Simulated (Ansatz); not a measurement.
TePb:
```cif
data_PbTe
_chemical_formula_sum 'Te1 Pb1'
_space_group_name_H-M_alt 'P 1'
_space_group_IT_number 1
_cell_length_a 4.62147
_cell_length_b 4.62147
_cell_length_c 4.62147
_cell_angle_alpha 60.000
_cell_angle_beta 60.000
_cell_angle_gamma 60.000
loop_
_space_group_symop_operation_xyz
  'x, y, z'
loop_
_atom_site_label
_atom_site_type_symbol
_atom_site_fract_x
_atom_site_fract_y
_atom_site_fract_z
_atom_site_occupancy
Te1 Te 0.00000 0.00000 0.00000 1
Pb1 Pb 0.50000 0.50000 0.50000 1
```

Relaxed with r²SCAN (plane waves, PAW; program Ansatz). Indices refer to the conventional cell of Fm-3m, a = b = c = 6.5357 Å, α = β = γ = 90.00°.

Question: Simulate the powder diffraction pattern (Cu Kα1, λ = 1.54056 Å; lines above 1 %) up to 2θ = 90°.

Answer: Simulated powder pattern, Cu Kα1, λ = 1.54056 Å (kinematic, ideal powder, no thermal factors, no anomalous dispersion; the 30 strongest lines at most, above 1 %, up to 2θ = 90°):

```
2θ (°)  d (Å)  I/Imax (%)          hkl
------  -----  ----------  -----------
23.56   3.773          11        (111)
27.27   3.268         100        (200)
38.94   2.311          79        (220)
46.02   1.971         6.5        (311)
48.19   1.887          29        (222)
56.25   1.634          14        (400)
61.82   1.499         2.9        (331)
63.62   1.461          38        (420)
70.53   1.334          28        (422)
75.53   1.258         2.3  (511)+(333)
83.63   1.155         9.1        (440)
88.41   1.105         2.5        (531)
```

Symmetry was held in the r²SCAN relaxation. Scalar-relativistic: spin–orbit coupling is off unless named, which matters more the heavier the elements.

Potentials: the earlier of the program's two PAW sets.
